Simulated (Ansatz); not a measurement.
Here is the system:

ScAl₃:
```cif
data_Al3Sc
_chemical_formula_sum 'Al3 Sc1'
_space_group_name_H-M_alt 'Pm-3m'
_space_group_IT_number 221
_space_group_name_Hall '-P 4 2 3'
_cell_length_a 4.07099
_cell_length_b 4.07099
_cell_length_c 4.07099
_cell_angle_alpha 90.000
_cell_angle_beta 90.000
_cell_angle_gamma 90.000
loop_
_atom_site_label
_atom_site_type_symbol
_atom_site_symmetry_multiplicity
_atom_site_Wyckoff_symbol
_atom_site_fract_x
_atom_site_fract_y
_atom_site_fract_z
_atom_site_occupancy
Al1 Al 3 c 0.00000 0.50000 0.50000 1
Sc1 Sc 1 a 0.00000 0.00000 0.00000 1
```

This is the PBEsol-relaxed structure.

Q: All from the program Ansatz at the PBEsol level (PAW), unless another level is named. Estimate the density of states at the Fermi level.

A: 0.33 states/eV per atom (mean over ±0.08 eV).

Q: And the formation energy from the elements (no fitted shifts)?

A: -0.47 eV/atom.

Symmetry was held in the PBEsol relaxation. No spin polarisation was allowed. The references are the lowest solids computed at this level, not always the standard phases.

Potentials: the later of the program's two PAW sets.
